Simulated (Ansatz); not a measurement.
Relaxed-ion elastic tensor of TiS₂ (CdI2 type, P-3m1) in GPa (Voigt order), the program Ansatz at the PBE+D3(BJ) level (PAW); density 3.44 g/cm³, 17.99 Å³ per atom.

|  | 1 | 2 | 3 | 4 | 5 | 6 |
|---|---|---|---|---|---|---|
| 1 | 146 | 27.7 | 12.4 | -5.2 | 0.0 | 0.0 |
| 2 | 27.7 | 146 | 12.4 | 5.2 | 0.0 | 0.0 |
| 3 | 12.4 | 12.4 | 56.2 | 0.0 | 0.0 | 0.0 |
| 4 | -5.2 | 5.2 | 0.0 | 20.0 | 0.0 | 0.0 |
| 5 | 0.0 | 0.0 | 0.0 | 0.0 | 20.0 | -5.2 |
| 6 | 0.0 | 0.0 | 0.0 | 0.0 | -5.2 | 58.9 |

Q: Is the crystal mechanically stable?

A: Yes: the smallest eigenvalue of C is 19.3 GPa.

Q: Work out the Voigt, Reuss and Hill averages.

A: K_V = 50.3, K_R = 40.0, K_H = 45.1; G_V = 39.4, G_R = 29.6, G_H = 34.5 GPa.

Q: Give Young's modulus, Poisson's ratio, Pugh's ratio and the universal anisotropy index.

A: E = 9KG/(3K + G) = 82.5 GPa; ν = 0.20; K/G = 1.31 (brittle by the Pugh limit of 1.75); A_U = 5G_V/G_R + K_V/K_R − 6 = 1.92.

Q: Estimate the sound speeds and the Debye temperature.

A: v_l = √((K + 4G/3)/ρ) = 5140 m/s, v_t = √(G/ρ) = 3170 m/s, mean 3490 m/s; Θ = (h/k)(3n/4πV)^(1/3) v_m = 397 K.

Q: Solve the Christoffel equation for the three sound speeds along x, y, z.

A: Eigenvalues of C_ijkl n_j n_l equal ρv². In km/s, slowest first: x 2.37, 4.16, 6.50; y 2.40, 4.14, 6.51; z 2.41, 2.41, 4.04.

Q: How much does each axis shrink under pressure?

A: Linear compressibilities β_i = Σ_j S_ij (j = 1 to 3): x 4.6, y 4.6, z 16 per TPa.

Symmetry was held in the PBE+D3(BJ) relaxation; phonons on a q-mesh show no instability. No spin polarisation was allowed. As this level gives no gap, shear constants depend on the k-mesh and smearing (Fermi–Dirac, 0.1 eV here).

Potentials: the later of the program's two PAW sets.
